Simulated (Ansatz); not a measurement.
An element in the sc structure gives these cold pressures by all-electron LAPW under LDA (Ansatz 0.2.0, scalar-relativistic, spin-polarised).

```
V (Å³/atom)  P (GPa)
      11.47    -0.13
      10.90    10.88
       9.75     45.7
       8.60     98.1
       7.46    214.7
       6.31    444.8
       5.16    939.5
       4.59     1403
```

(1) Which element is it?

Results:

(1) Co. Its zero-pressure volume in this structure is near 11.5 Å³/atom; the volume and the steepness of P(V) together point to it, though neighbours can come close. Neighbours weren't tried against these numbers.
